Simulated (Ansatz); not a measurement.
GaN:
```
GaN
1.0
    2.94008     0.00000     0.00000
   -1.47004     2.54619     0.00000
    0.00000     0.00000     2.65438
Ga N
1 1
Cartesian
  0.00000   0.00000   0.00000
  1.47004   0.84873   1.32719
```

Relaxed with PBEsol. Special points in fractions of this cell's reciprocal vectors: Γ (0.000, 0.000, 0.000); M (0.500, 0.000, 0.000); K (0.333, 0.333, 0.000); A (0.000, 0.000, 0.500); L (0.500, 0.000, 0.500); H (0.333, 0.333, 0.500).

Problem. List the band energies nearest the Fermi level at these points for plane-wave PAW PBEsol with spin–orbit coupling (Ansatz code).

Solution. In eV from the Fermi level; about four levels below and three above (degenerate sets whole), none deeper than 8.9 eV; points with the same levels are listed once.

| k | below | above |
|---|---|---|
| Γ | -0.95 -0.95 -0.93 -0.93 | 0.08 0.08 9.70 9.70 |
| M | -8.87 -8.87 -2.89 -2.89 | 0.14 0.14 2.60 2.60 |
| K | -8.01 -8.01 -6.47 -6.42 | 0.33 0.33 6.98 |
| A | -0.01 -0.01 | 0.01 0.01 5.61 5.61 |
| L | -1.21 -1.21 -0.64 -0.64 | 7.36 7.36 8.06 8.06 |
| H | -5.21 -5.21 -2.64 -2.63 | 0.19 0.19 1.04 |

Space group P-6m2. A made-up cell: these elements were put on the sites of a structure type; neither database checked (COD, Materials Project) lists it. It is not the phase usual at ambient conditions (space group No. 186, 216). Symmetry was held in the PBEsol relaxation. At this level the phase is dynamically unstable (imaginary phonons).

Potentials: the later of the program's two PAW sets.
